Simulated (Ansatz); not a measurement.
**Mn$_{3}$SnN: reading a single point**

```
Sn Mn N
1.0
     4.04648    0.00000    0.00000
     0.00000    4.04648    0.00000
     0.00000    0.00000    4.04648
Sn Mn N
1 3 1
Direct
  0.00000 0.00000 0.00000
  0.00000 0.50000 0.50000
  0.50000 0.00000 0.50000
  0.50000 0.50000 0.00000
  0.50000 0.50000 0.50000
```

Method: HSE06, collinear spin; PAW, plane waves to 420 eV, 5×5×5 Γ-centred mesh, gaussian occupations (width 0.0193 eV) (Ansatz 0.2.0), atoms fixed.

Magnetic state (reached from a saved solution, and it need not be the lowest): Mn2 up, Mn3 down, Mn4 up.

- Electronic structure: It is a metal, with about 1.1 states/eV a cell as the mean within 0.25 eV of the Fermi level, mostly Mn d (60 %) and Sn p (20 %).
- Moments: Mn2 +3.95, Mn3 -4.02, Mn4 +3.95 μB of spin moment in Bader basins; net size 3.73 μB a cell.
- Contacts: Mn–N at 2.02 Å: least valence density 0.62 e/Å³ and ELF 0.23 there. Sn–Mn at 2.86 Å: least valence density 0.24 e/Å³ and ELF 0.30 there. Both are smooth PAW fields, read partly inside the augmentation spheres.
- Forces: The forces vanish by the symmetry of the sites.
- Charges: Bader charges in e: Mn +0.84, Sn -0.82, N -1.72. In the mean Mn gives up most and N takes most.

Origin: a database entry at a rescaled volume. Caveats: the k mesh is coarse if the cell is a metal; atoms or cell far from equilibrium; the exchange threshold is loose for a stress; the SCF threshold is loose for a stress.
